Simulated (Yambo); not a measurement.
**BaHI: sweep of GW parameters**

G0W0@PBEsol for BaHI (space group P4/nmm, No. 129) in Yambo. Reference settings: 2×2×2 Γ-centred k mesh, 243 bands and a 7 Ry block in the screening, 243 bands in G with the Bruneval-Gonze terminator, plasmon pole fitted at 27.2 eV. The PBEsol gap Z → Z on this mesh is 2.66 eV; G0W0 gaps are taken between the same points.

| change from the reference | G0W0 gap Z → Z (eV) | shift of the valence edge (eV) | rough Yambo cost |
|---|---|---|---|
| reference settings | 4.13 | -1.02 | 1 |
| 85 bands in W, 85 bands in G | 4.04 | -0.64 | about 1/2 |
| 152 bands in W, 152 bands in G | 4.11 | -0.90 | within a factor of two |
| 85 bands in G | 4.09 | -0.89 | – |
| 152 bands in G | 4.12 | -0.99 | – |
| 108 bands in W | 4.10 | -0.83 | within a factor of two |
| 2 Ry block | 3.82 | -0.63 | within a factor of two |
| 3 Ry block | 3.94 | -0.80 | within a factor of two |
| 6 Ry block | 4.10 | -0.98 | within a factor of two |
| pole fitted at 55 eV | 4.15 | -1.08 | – |
| no random integration | 4.11 | -0.96 | – |
| 85 bands in G, no terminator | 3.95 | -0.43 | – |
| 152 bands in G, no terminator | 4.08 | -0.80 | – |
| no terminator | 4.11 | -0.93 | – |

The reference isn't shown to be the converged limit. Costs are rough (shared machines), scaled to the same edge states, and given only for runs that recompute the screening.

Without spin-orbit coupling, band edges of such heavy elements can be off by tenths of an eV.

Geometry of the Materials Project entry, not relaxed at this level; primitive cell a = b = 4.776 Å, c = 7.800 Å, α = β = γ = 90.00°.

A shift is the quasiparticle energy of the state minus its PBEsol energy.
